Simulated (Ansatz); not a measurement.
## Os: reading a single point

```yaml
crystal:
  lattice:
    - [1.35485, 2.34667, 0.00000]
    - [-1.35485, 2.34667, 0.00000]
    - [0.00000, 0.00000, 4.27874]
  atoms:
    - { symbol: Os, position: [0.33333, 0.33333, 0.25000] }
    - { symbol: Os, position: [0.66667, 0.66667, 0.75000] }
```

Single point in Ansatz 0.2.0 with PBE, no spin polarisation. Cutoff 420 eV, PAW datasets, 14×14×8 Γ-centred k mesh, fermi-dirac filling (width 0.1 eV).

Q: Describe some of the short contacts.

A: Os–Os at 2.65 Å: least valence density 0.52 e/Å³ and ELF 0.42 there. These are pseudo-fields; inside the PAW spheres they differ from the all-electron ones.

Q: What happens at the Fermi level?

A: It is a metal, with about 1.1 states/eV a cell as the mean within 0.25 eV of the Fermi level, mostly Os d (93 %).

Q: What does the stress say?

A: The pressure is 21.7 GPa (compression positive), so with the atoms held at these fractions the cell would first expand.

Origin: a database entry at a rescaled volume. Caveats: atoms or cell far from equilibrium.
